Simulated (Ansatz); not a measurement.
Be (hcp, Mg type)

```
CELL_PARAMETERS angstrom
      2.26371     0.00000     0.00000
     -1.13186     1.96043     0.00000
      0.00000     0.00000     3.56389
ATOMIC_POSITIONS crystal
  Be 0.33333 0.66667 0.75000
  Be 0.66667 0.33333 0.25000
```

A phonon eigenvector at Γ is frozen into this cell: atom i moves by Q times the vector below, so Q is the largest atomic displacement, in Å. The cell is held.

```json
[
 {"atom": "Be1", "x": "0.000", "y": "0.000", "z": "-1.000"},
 {"atom": "Be2", "x": "0.000", "y": "0.000", "z": "1.000"}
]
```

These are r2SCAN (plane waves to 500 eV, PAW, scalar-relativistic; Ansatz, a first-principles code) values and carry that method's errors. k mesh 23×23×13 (Γ-centred), Fermi-Dirac smearing 0.05 eV. Energies are smeared free energies. Compression counts positive. With partly filled bands, energies and forces of such displacements shift with the k mesh and the smearing. Be was relaxed with its symmetry unable to fall. ΔE is measured from the undisplaced structure.

```
Q (Å)   ΔE (eV/cell)  P (GPa)  −dE/dQ from forces (eV/Å)
------  ------------  -------  -------------------------
-0.100         0.171      3.6                      3.495
-0.083         0.118      2.5                      2.874
-0.067         0.075      1.6                      2.278
-0.050         0.042      0.9                      1.699
-0.033         0.019      0.4                      1.128
-0.017         0.005      0.1                      0.562
0.000          0.000      0.0                      0.000
0.017          0.005      0.1                     -0.562
0.033          0.019      0.4                     -1.128
0.050          0.042      0.9                     -1.699
0.067          0.075      1.6                     -2.278
0.083          0.118      2.5                     -2.874
0.100          0.171      3.6                     -3.495
```

Read from the data:

- Energy at Q = 0.100 Å = 171 meV/cell
- Space group of the distorted cell = P-3m1 (No. 164), lowered from P6_3/mmc
- Symmetry of the curve = even: the same for both signs
- Shape of the curve = a single well with its minimum at or next to zero displacement
- Harmonic wavenumber from the curvature (finite differences) = 713 cm⁻¹
- Wavenumber by perturbation theory (DFPT, on another k mesh) = 713 cm⁻¹

(A displaced cell: forces are minus the slopes of the energy, force constants its curvatures, and phonons follow from these.)
